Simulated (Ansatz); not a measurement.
SrTiO3 (cubic perovskite)

```yaml
crystal:
  lattice:
    - [3.89141, 0.00000, 0.00000]
    - [0.00000, 3.89141, 0.00000]
    - [0.00000, 0.00000, 3.89141]
  atoms:
    - { symbol: Sr, position: [0.00000, 0.00000, 0.00000] }
    - { symbol: Ti, position: [0.50000, 0.50000, 0.50000] }
    - { symbol: O, position: [0.00000, 0.50000, 0.50000] }
    - { symbol: O, position: [0.50000, 0.50000, 0.00000] }
    - { symbol: O, position: [0.50000, 0.00000, 0.50000] }
```

This relaxed cell (volume V₀) is scaled evenly in all directions, its shape held. Symmetry pins the atoms to their sites.

All values below come from PBEsol (plane waves to 420 eV, PAW, scalar-relativistic; Ansatz, a program for electronic structure). k mesh 9×9×9 (Γ-centred), Fermi-Dirac smearing 0.05 eV. Energies are smeared free energies. SrTiO3 is run without spin polarisation. SrTiO3 was relaxed with its symmetry unable to fall. The PAW data are Ansatz's earlier set. ΔE is measured from the relaxed starting cell.

Question: What ΔE (kJ/mol of atoms) does the calculation give at V/V₀ = 0.900, 0.940, 0.980, 1.040, 1.100?

Answer: 
| V/V₀ | ΔE (kJ/mol of atoms) |
|---|---|
| 0.900 | 7.98 |
| 0.940 | 2.66 |
| 0.980 | 0.27 |
| 1.040 | 0.98 |
| 1.100 | 5.57 |

(Under strain, the slope of the energy per volume gives the stress and its curvature an elastic modulus.)
